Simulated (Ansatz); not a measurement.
VSi2:
```
VSi2
1.0
    4.52222     0.00000     0.00000
   -2.26111     3.91635     0.00000
    0.00000     0.00000     6.32164
V Si
3 6
Cartesian
 -1.13055   1.95818   1.05361
  2.26111   0.00000   3.16082
  1.13055   1.95818   5.26804
  2.26111   2.63871   3.16082
 -1.15463   3.27753   5.26804
  1.10647   0.63882   1.05361
  0.00000   1.27765   3.16082
  3.41574   0.63882   5.26804
  1.15463   3.27753   1.05361
```

Relaxed with PBEsol. Special points in fractions of this cell's reciprocal vectors: Γ (0.000, 0.000, 0.000); M (0.500, 0.000, 0.000); K (0.333, 0.333, 0.000); A (0.000, 0.000, 0.500); L (0.500, 0.000, 0.500); H (0.333, 0.333, 0.500).

List the band energies nearest the Fermi level at these points for the program Ansatz at the PBEsol level (PAW).

In eV from the Fermi level; about four levels below and three above (degenerate sets whole), none deeper than 8.9 eV; points with the same levels are listed once.

| k | below | above |
|---|---|---|
| Γ | -2.17 -2.17 -1.87 -1.87 -1.75 | 0.35 2.17 2.51 2.51 |
| M | -1.42 -0.73 -0.61 -0.13 | 0.06 0.43 1.07 |
| K | -1.40 -1.40 -1.36 -1.36 -1.19 | 0.15 0.15 0.30 |
| A | -1.99 -1.99 -1.91 -1.91 -1.66 | 0.55 0.55 2.18 |
| L | -1.44 -1.29 -0.48 -0.04 | 0.85 1.31 1.79 |
| H | -0.46 -0.46 -0.10 -0.10 | 0.54 1.35 1.88 1.88 |

Space group P6_222. The PBEsol relaxation kept the symmetry of its start; of distortions, only those at the zone centre were tested. The run is not spin-polarised.

Potentials: the later of the program's two PAW sets.
